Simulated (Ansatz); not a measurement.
Input and command of a calculation in Ansatz (plane waves; scalar-relativistic PAW potentials unless the input names others):

```yaml
crystal:
  lattice:
    - [2.8373, 0.0, 0.0]
    - [0.0, 2.9649785, 0.0]
    - [0.0, 0.0, 4.0591]
  atoms:
    - { symbol: Ti, position: [0.0, 0.0, 0.0] }
    - { symbol: Al, position: [0.5, 0.5, 0.5] }
basis:
  ecutwfc: 500
kpoints:
  mp_grid: { grid: [16, 16, 12] }
hamiltonian:
  xc: r2scan
scf:
  occupations: { method: gaussian, width: 0.15 }
  algorithm: density_mixing
  eigensolver: { kind: davidson }
output:
  forces: true
  eigenvalues: true
  stress: true
```

```bash
ansatz run input.yaml --threads 1 --pin off --max-ram 2560MiB --backend cpu --events-out ev --progress --plain --runs-dir out
```

Abridged log:
```
Basis set: ecut = 500 eV, 867 PW (Γ), exchange–correlation on 96×96×120 points (64 copies of the dense FFT grid, shifted against one another)
Bands: 12, of which v1, the nominal top of the filled ones, is band 8 counted from 1 (7 counted from 0)
Symmetry: 8 space group operations
k-points: 567 of 3072
SCF iter   1: F=—  HF=-3045.608147 eV  |F-HF|=—  |Δ(HF+E_count)|=         —  Δρ=1.19e-2  dr2=4.62e-2  dr2_τ=1.64e-2  ethr=1.77e-3  ⟨swp⟩=5.6  Hψ=30409  notcnv=0
SCF iter   2: F=—  HF=-3045.631799 eV  |F-HF|=—  |Δ(HF+E_count)|=   2.37e-2  Δρ=3.76e-3  dr2=3.59e-3  dr2_τ=7.40e-4  ethr=2.38e-5  ⟨swp⟩=2.2  Hψ=31078  notcnv=0  defer=6
SCF iter   3: F=—  HF=-3045.632043 eV  |F-HF|=—  |Δ(HF+E_count)|=   2.43e-4  Δρ=1.80e-3  dr2=8.43e-4  dr2_τ=4.67e-5  ethr=2.38e-5  ⟨swp⟩=2.9  Hψ=11993  notcnv=0  defer=5
SCF iter   4: F=—  HF=-3045.632316 eV  |F-HF|=—  |Δ(HF+E_count)|=   2.74e-4  Δρ=6.52e-4  dr2=9.85e-5  dr2_τ=1.19e-5  ethr=5.62e-6  ⟨swp⟩=3.2  Hψ=12426  notcnv=0  defer=1
SCF iter   5: F=—  HF=-3045.632354 eV  |F-HF|=—  |Δ(HF+E_count)|=   3.77e-5  Δρ=1.47e-4  dr2=5.14e-6  dr2_τ=3.33e-7  ethr=6.57e-7  ⟨swp⟩=3.5  Hψ=13117  notcnv=0  defer=1
SCF iter   6: F=—  HF=-3045.632357 eV  |F-HF|=—  |Δ(HF+E_count)|=   2.70e-6  Δρ=5.32e-5  dr2=1.11e-6  dr2_τ=5.80e-8  ethr=3.42e-8  ⟨swp⟩=4.2  Hψ=16826  notcnv=0
SCF iter   7: F=—  HF=-3045.632356 eV  |F-HF|=—  |Δ(HF+E_count)|=   1.55e-7  Δρ=2.46e-5  dr2=2.45e-7  dr2_τ=5.38e-9  ethr=7.43e-9  ⟨swp⟩=2.2  Hψ=11366  notcnv=0
SCF iter   8: F=-3045.632356 eV  HF=-3045.632356 eV  |F-HF|=1.85e-10  |Δ(HF+E_count)|=   2.54e-8  Δρ=2.74e-6  dr2=1.47e-9  dr2_τ=8.85e-11  ethr=1.63e-9  ⟨swp⟩=3.9  Hψ=13191  notcnv=0  defer=1
the search or the solves at the SCF's close seem to have found levels that the self-consistency loop had missed (the run counts 1). By its estimate they hold under 1e-12 electrons; where the run keeps them, the occupations were computed again with them
SCF 1 converged in 8 iterations: F = -3045.632356 eV  dr2 = 1.47e-9
  Residual-converged pass: ⟨swp⟩=3.1  Hψ=14942  notcnv=0  max |occ|·‖R‖ = 6.6e-6 eV (tolerance 6.7e-6 eV) dr2=1.83e-9  dr2_τ=1.12e-10  dr2_onsite=5.34e-10  max |Δocc| = 4.6e-8
SCF converged after 8 iterations
Free energy (F): -3045.632356 eV
Harris-Foulkes:  -3045.632356 eV  (|F-HF|=1.85e-10)
Internal energy: -3045.613442 eV  (E = F + TS)
E sigma→0 (E₀):  -3045.622899 eV
Entropy (-TS):   -0.018914 eV (-9.457 meV/atom)
Fermi energy:    10.356569 eV
--- Forces (eV/Å), atoms counted from 1 ---
  atom   1  Ti     0.00000000     0.00000000     0.00000000
  atom   2  Al     0.00000000     0.00000000     0.00000000
--- Stress (GPa, compression-positive) ---
       -4.701964       0.000000       0.000000
        0.000000     -10.005919       0.000000
        0.000000       0.000000      -4.784897
  P = ⅓ Tr σ = -6.4976 GPa (-64.976 kbar)
```

Apart from outputs and empty bands, the input differs from a reference run on usual settings in scf.algorithm: not typed → "density_mixing"; scf.eigensolver.kind: not typed → "davidson". The reference, at the same geometry (not necessarily relaxed), gave pressure -6.50 GPa, largest force 0.000 eV/Å, no gap on the mesh. This run converged in 8 SCF iterations (reference: 7) with an energy at zero smearing within 0.01 meV/atom of the reference's, pressure -6.50 GPa, largest force 0.000 eV/Å, no gap on the mesh.

The run took 38 s on 1 thread of Arm Neoverse V2, on a shared host, peak memory 0.51 GiB.